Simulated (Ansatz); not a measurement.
ZrPt:
```xyz
4
Lattice="1.6911 -5.1149 0.0000 1.6911 5.1149 0.0000 0.0000 0.0000 4.2360" Properties=species:S:1:pos:R:3 pbc="T T T"
Zr     1.6911    -3.6670     3.1770
Zr     1.6911     3.6670     1.0590
Pt     1.6911    -0.9375     3.1770
Pt     1.6911     0.9375     1.0590
```

Relaxed with LDA. Special points in fractions of this cell's reciprocal vectors: Γ (0.000, 0.000, 0.000); Y (-0.500, 0.500, 0.000); C0 (-0.277, 0.723, 0.000); Σ0 (0.277, 0.277, 0.000); Z (0.000, 0.000, 0.500); A0 (0.277, 0.277, 0.500); E0 (-0.277, 0.723, 0.500); T (-0.500, 0.500, 0.500); S (0.000, 0.500, 0.000); R (0.000, 0.500, 0.500).

Question: List the band energies nearest the Fermi level at these points for the program Ansatz at the LDA level (PAW).

Answer: In eV from the Fermi level; about four levels below and three above (degenerate sets whole), none deeper than 8.9 eV; points with the same levels are listed once.

| k | below | above |
|---|---|---|
| Γ | -2.92 -2.89 -2.31 -0.58 | 0.99 1.01 1.59 |
| Y | -3.21 -2.96 -2.82 -0.87 | 0.37 0.78 1.61 |
| C0 | -1.56 -1.48 -1.31 -0.20 | 0.24 1.76 2.31 |
| Z | -2.86 -2.86 -0.91 -0.91 | 0.75 0.75 0.87 0.87 |
| A0 | -2.15 -2.15 -0.60 -0.60 | 0.65 0.65 1.19 1.19 |
| T | -3.00 -3.00 -1.71 -1.71 | 0.72 0.72 1.61 1.61 |
| S | -1.93 -1.36 -1.09 -0.38 | 0.14 1.41 2.24 |
| R | -1.98 -1.98 -0.48 -0.48 | 0.34 0.34 1.02 1.02 |

Space group Cmcm. The workflow started from a Materials Project entry (that database holds measured and hypothetical structures alike); the Crystallography Open Database copy checked does not list it. COD files the formula under space group No. 221, so this cell is another polymorph or a model. Whether it is the stable phase at ambient conditions was not checked. The LDA relaxation kept the symmetry of its start; of distortions, only those at the zone centre were tested. The run is not spin-polarised. Spin–orbit coupling is left out wherever it is not named.

Potentials: the later of the program's two PAW sets.
